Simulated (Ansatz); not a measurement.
AlV$_{2}$C:
```
AlV2C
1.0
    2.88670     0.00000     0.00000
   -1.44335     2.49996     0.00000
    0.00000     0.00000    13.11186
Al V C
2 4 2
Direct
  0.33333   0.66667   0.75000
  0.66667   0.33333   0.25000
  0.33333   0.66667   0.08547
  0.66667   0.33333   0.58547
  0.66667   0.33333   0.91453
  0.33333   0.66667   0.41453
  0.00000   0.00000   0.00000
  0.00000   0.00000   0.50000
```

Relaxed with r²SCAN. Special points in fractions of this cell's reciprocal vectors: Γ (0.000, 0.000, 0.000); M (0.500, 0.000, 0.000); K (0.333, 0.333, 0.000); A (0.000, 0.000, 0.500); L (0.500, 0.000, 0.500); H (0.333, 0.333, 0.500).

**Question.** List the band energies nearest the Fermi level at these points for the program Ansatz at the r²SCAN level (PAW).

**Answer.** In eV from the Fermi level; about four levels below and three above (degenerate sets whole), none deeper than 8.9 eV; points with the same levels are listed once.

```json
[
 {"k": "Γ", "below": "-0.26 -0.26 -0.24 -0.24", "above": "0.54 0.54 0.58 0.58"},
 {"k": "M", "below": "-2.63 -2.57 -1.76 -1.74", "above": "0.70 1.03 1.12"},
 {"k": "K", "below": "-1.89 -1.89 -1.36 -0.36", "above": "1.13 1.13 1.39 1.39"},
 {"k": "A", "below": "-0.25 -0.25 -0.25 -0.25", "above": "0.56 0.56 0.56 0.56"},
 {"k": "L", "below": "-2.59 -2.59 -1.75 -1.75", "above": "0.93 0.93 1.10 1.10"},
 {"k": "H", "below": "-1.80 -1.80 -0.84 -0.84", "above": "1.05 1.05 1.51 1.51"}
]
```

Space group P6_3/mmc. The cell was relaxed with r²SCAN under the symmetry of its start. The workflow began spin-polarised and lost its moments.

Potentials: the later of the program's two PAW sets.
